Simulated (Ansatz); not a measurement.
## Is this BaCdCl₄ structure a true minimum?

The cell was found from a structure generator's guess, not taken from experiment.

Level of theory: DFT PBE, scalar-relativistic, plane waves, PAW in Ansatz 0.2.0. Cutoff 420 eV; k points 6×6×6 on the computed 6-atom cell (Γ-centred); Gaussian smearing, width 0.02 eV; no spin polarisation.

The cell below (6 atoms, space group I-42m (No. 121)) is relaxed within its symmetry.

```cif
data_structure
_symmetry_space_group_name_H-M 'P 1'
_symmetry_Int_Tables_number 1
_cell_length_a 6.3411
_cell_length_b 6.3411
_cell_length_c 6.3411
_cell_angle_alpha 113.621
_cell_angle_beta 113.621
_cell_angle_gamma 101.457
_cell_volume 193.45
loop_
_atom_site_label
_atom_site_type_symbol
_atom_site_fract_x
_atom_site_fract_y
_atom_site_fract_z
_atom_site_occupancy
Ba1 Ba 0.50000 0.50000 0.00000 1
Cd1 Cd 0.00000 0.00000 0.00000 1
Cl1 Cl 0.97965 0.38853 0.00000 1
Cl2 Cl 0.38853 0.97965 0.00000 1
Cl3 Cl 0.61147 0.61147 0.59112 1
Cl4 Cl 0.02035 0.02035 0.40888 1
```

For the test a repeat of it with 12 atoms (edges 6.34, 6.34, 10.61 Å) was strained at random (σ = 1.5 % a component), the atoms were moved at random (σ = 0.05 Å), and all was relaxed again on a coarse 2×2×2 mesh (in the run’s order of axes) with 0.10 eV smearing, with no symmetry imposed.

Task: What happens?

Result: It returns, within 1 meV/atom of the unmoved cell on that mesh and with the same symmetry when read at 0.1 Å (P1 at 0.01 Å, so small strains and shifts remain). So it is stable against the distortions that fit this cell and that this random move excites. Modes that don't fit the cell aren't tested.
